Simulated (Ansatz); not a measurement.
A distorted cell of AlN (wurtzite):

```yaml
crystal:
  lattice:
    - [3.10656, 0.00000, 0.00000]
    - [-1.55328, 2.69036, 0.00000]
    - [0.00000, 0.00000, 9.95609]
  atoms:
    - { symbol: Al, position: [0.33403, 0.66806, 0.49829] }
    - { symbol: Al, position: [0.33264, 0.66527, 0.99829] }
    - { symbol: Al, position: [0.67774, 0.35548, 0.24829] }
    - { symbol: Al, position: [0.65559, 0.31119, 0.74829] }
    - { symbol: N, position: [0.31103, 0.62206, 0.18911] }
    - { symbol: N, position: [0.35564, 0.71127, 0.68911] }
    - { symbol: N, position: [0.66285, 0.32570, 0.43911] }
    - { symbol: N, position: [0.67048, 0.34097, 0.93911] }
```

Computed with r2SCAN (plane waves to 500 eV, PAW, scalar-relativistic; Ansatz, an electronic-structure program). k mesh 12×12×4 (Γ-centred), Fermi-Dirac smearing 0.05 eV. Compression counts positive. AlN was relaxed with its symmetry unable to fall. The PAW data are Ansatz's earlier set.

Q: What forces act on the atoms (eV/Å, Cartesian)?

A: 
```tsv
atom	Fx	Fy	Fz
Al1	0.000	-0.184	0.063
Al2	0.000	0.151	0.054
Al3	0.000	-1.944	0.394
Al4	0.000	3.692	0.611
N5	0.000	2.053	-0.409
N6	0.000	-3.830	-0.627
N7	0.000	0.506	-0.044
N8	0.000	-0.445	-0.043
```

Q: Give the stress tensor in GPa and the pressure.

A: 
```
    1.9      0.0      0.0
    0.0      4.4      1.8
    0.0      1.8      0.7
```
The pressure, a third of the trace, is 2.3 GPa.

(A displaced cell: forces are minus the slopes of the energy, force constants its curvatures, and phonons follow from these.)
